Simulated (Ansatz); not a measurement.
AlAs:
```
AlAs
1.0
    0.00000     2.83727     2.83727
    2.83727     0.00000     2.83727
    2.83727     2.83727     0.00000
As Al
1 1
Direct
  0.75000   0.75000   0.75000
  0.00000   0.00000   0.00000
```

Relaxed with PBEsol.

### Question
Map the valence electron density (e/Å³), cut off at 0.6 on the plane through (0.750, 0.750, 0.750) spanned by u = [1, 0, 0] and v = [-1, 1, 1] in lattice vectors, from PBEsol in the plane-wave PAW code Ansatz.

### Answer
x is the fraction of u, y of v (the angle between them is 90°; rows are the nearest grid lines); atoms in the plane: As at (0.00, 0.00), Al at (0.50, 0.25).
```
y \ x   0.000  0.100  0.200  0.250  0.350  0.450  0.550  0.650  0.750  0.800  0.900   1.00
------  -----  -----  -----  -----  -----  -----  -----  -----  -----  -----  -----  -----
1.00    0.600  0.600  0.600  0.508  0.216  0.120  0.120  0.216  0.508  0.600  0.600  0.600
0.929   0.600  0.600  0.598  0.348  0.132  0.065  0.065  0.132  0.347  0.599  0.600  0.600
0.857   0.600  0.600  0.288  0.184  0.072  0.035  0.035  0.072  0.184  0.288  0.600  0.600
0.786   0.278  0.225  0.127  0.088  0.040  0.023  0.023  0.040  0.088  0.127  0.225  0.278
0.679   0.064  0.057  0.042  0.036  0.028  0.025  0.025  0.028  0.036  0.042  0.057  0.064
0.607   0.029  0.029  0.030  0.032  0.037  0.042  0.042  0.037  0.032  0.030  0.029  0.029
0.536   0.019  0.022  0.032  0.040  0.060  0.078  0.078  0.060  0.040  0.032  0.022  0.019
0.464   0.019  0.024  0.043  0.058  0.101  0.139  0.139  0.101  0.058  0.043  0.024  0.019
0.393   0.029  0.037  0.064  0.087  0.142  0.170  0.170  0.142  0.087  0.064  0.037  0.029
0.321   0.064  0.075  0.108  0.130  0.124  0.082  0.082  0.124  0.130  0.108  0.075  0.064
0.214   0.278  0.278  0.286  0.287  0.176  0.068  0.068  0.176  0.287  0.286  0.278  0.278
0.143   0.600  0.600  0.507  0.440  0.301  0.147  0.147  0.301  0.440  0.507  0.600  0.600
0.0714  0.600  0.600  0.600  0.540  0.300  0.190  0.190  0.300  0.539  0.600  0.600  0.600
0.000   0.600  0.600  0.600  0.508  0.216  0.120  0.120  0.216  0.508  0.600  0.600  0.600
```

The density is the valence pseudo-density with augmentation charge, so density and ELF within about 1 Å of a nucleus are not all-electron values.

Space group F-43m (zinc blende). The PBEsol relaxation kept the symmetry of its start.

Potentials: the later of the program's two PAW sets.
